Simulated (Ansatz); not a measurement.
Level of theory: DFT PBE, scalar-relativistic, plane waves, PAW in Ansatz 0.2.0. All cells share a 420 eV cutoff and Γ-centred k meshes spaced at most about 0.3 Å⁻¹ (about 0.25 or finer for metals, 2π included). No spin polarisation in the final relaxations.

All energies are static (0 K, no zero-point motion). All come from trial cells, and lower structures may exist.

Problem. Order these relaxed structures of KNb2W2 by energy, lowest first, with the energy over the lowest of them.
A.

```
CELL_PARAMETERS angstrom
4.15181 0.00000 0.00000
0.00000 4.15181 0.00000
0.00000 0.00000 6.92723
ATOMIC_POSITIONS crystal
K 0.00000 0.00000 0.00000
Nb 0.50000 0.50000 0.73211
Nb 0.50000 0.50000 0.26789
W 0.50000 0.00000 0.50000
W 0.00000 0.50000 0.50000
```

B.

```
CELL_PARAMETERS angstrom
2.71596 0.00000 0.00000
0.00000 2.71596 0.00000
0.00000 0.00000 13.65890
ATOMIC_POSITIONS crystal
K 0.50000 0.50000 0.34652
Nb 0.50000 0.50000 0.94069
Nb 0.00000 0.00000 0.76380
W 0.00000 0.00000 0.56698
W 0.00000 0.00000 0.11257
```

C.

```
CELL_PARAMETERS angstrom
4.32176 0.00000 0.00000
-2.16088 3.74275 0.00000
0.00000 0.00000 8.69472
ATOMIC_POSITIONS crystal
K 0.00000 0.00000 0.00000
Nb 0.33333 0.66667 0.58746
Nb 0.66667 0.33333 0.41254
W 0.33333 0.66667 0.30534
W 0.66667 0.33333 0.69466
```

Solution. B (0 meV/atom), A (155 meV/atom), C (467 meV/atom). Forms: B P4mm; A P4/mmm; C P-3m1. Counting all near atoms (those within 1.25 times the shortest distance at each site; a plus sign parts nearer from farther groups; a slash parts the counts of unlike sites): B has K 4, Nb 5+4/4+8, W 5/4+4; A has K 8+12, Nb 4+1, W 4+4; C has K 6+12, Nb 7, W 4. Even the lowest lies +0.99 eV/atom against the elements.

These runs have no spin–orbit coupling, which can matter for W. Cells relaxed within their symmetry can be saddle points. Some types were kept out of the candidates beforehand, so the set may lack a known form.
